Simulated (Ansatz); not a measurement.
**Equation of state of Pd from a dense series**

```
CELL_PARAMETERS angstrom
0.00000 1.94490 1.94490
1.94490 0.00000 1.94490
1.94490 1.94490 0.00000
ATOMIC_POSITIONS crystal
Pd 0.00000 0.00000 0.00000
```

The cell is COD entry 9008478, as deposited and not checked against the literature; nothing was relaxed.

Spin polarisation is left out, and whether a magnetic state lies lower isn't shown here.

The calculation used Ansatz 0.2.0, DFT, PBEsol, all-electron LAPW, scalar-relativistic.

Numerical set-up: a Γ-centred 18×18×18 k mesh, Fermi–Dirac smearing of 0.05 eV, basis error target 0.25 meV/atom, no spin polarisation.

The cell is scaled evenly. Fractional coordinates are held (clamped ions).

```tsv
V (Å³/atom)	P (GPa)
13.831	11.86
14.125	6.53
14.419	1.85
14.567	-0.27
14.714	-2.26
14.861	-4.13
15.008	-5.87
15.597	-11.80
```

(1) Fit a third-order Birch–Murnaghan curve to the pressures.

(2) Predict the pressure at the withheld volume, 15.302 Å³/atom.

Answers

(1) P = (3B0/2)(y^(7/2) − y^(5/2))[1 + (3/4)(B0′ − 4)(y − 1)] with y = (V0/V)^(2/3) fits within 0.01 GPa for V0 = 14.547 Å³/atom, B0 = 204.8 GPa and B0′ = 5.44.

(2) There y = 0.9668, so the fit gives -9.03 GPa; the run gave -9.03 GPa.
